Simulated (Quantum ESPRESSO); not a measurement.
```cif
data_O8Si4
_chemical_formula_sum 'O8 Si4'
_space_group_name_H-M_alt 'P43212'
_space_group_IT_number 96
_space_group_name_Hall 'P 4nw 2abw'
_cell_length_a 4.97559
_cell_length_b 4.97559
_cell_length_c 6.90089
_cell_angle_alpha 90.000
_cell_angle_beta 90.000
_cell_angle_gamma 90.000
loop_
_atom_site_label
_atom_site_type_symbol
_atom_site_symmetry_multiplicity
_atom_site_Wyckoff_symbol
_atom_site_fract_x
_atom_site_fract_y
_atom_site_fract_z
_atom_site_occupancy
O1 O 8 b 0.38961 0.26176 0.18204 1
Si1 Si 4 a 0.19675 0.19675 0.00000 1
```

The geometry is that of Materials Project entry mp-7029, symmetrised and not relaxed again.

Task: What does norm-conserving PBEsol (Quantum ESPRESSO, 84 Ry, no spin-orbit coupling) give for the electronic structure near the Fermi level?

Result: The PBEsol gap is direct, 5.70 eV at Γ. 

This is not the ordinary phase of the substance.
